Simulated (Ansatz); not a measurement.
**Cd$_{5}$Se$_{3}$S$_{2}$ (I-4m2) at 2 levels of theory**

One geometry, relaxed with PBE; plane waves with PAW potentials in Ansatz, scalar-relativistic. No spin polarisation. Gaps are the least over mesh and band path; pressure is positive in compression.

```
Cd Se S
1.0
    -2.15322    2.15322   15.20123
     2.15322   -2.15322   15.20123
     2.15322    2.15322  -15.20123
Cd Se S
5 3 2
Direct
  0.80213 0.80213 0.00000
  0.40616 0.40616 0.00000
  0.00000 0.00000 0.00000
  0.59384 0.59384 0.00000
  0.19787 0.19787 0.00000
  0.64584 0.14584 0.50000
  0.25000 0.75000 0.50000
  0.85416 0.35416 0.50000
  0.45315 0.95315 0.50000
  0.04685 0.54685 0.50000
```

```tsv
level	cutoff (eV)	k mesh	gap (eV)	pressure (GPa)
PBE	420	10×10×10	0.64	0.0
```

**Question.** What comes out on the same cell with r2SCAN?

**Answer.**
| level | cutoff (eV) | k mesh | gap (eV) | pressure (GPa) |
| --- | --- | --- | --- | --- |
| r2SCAN | 500 | 10×10×10 | 1.11 | -1.5 |

The cell was found from a structure generator's guess, not taken from experiment.
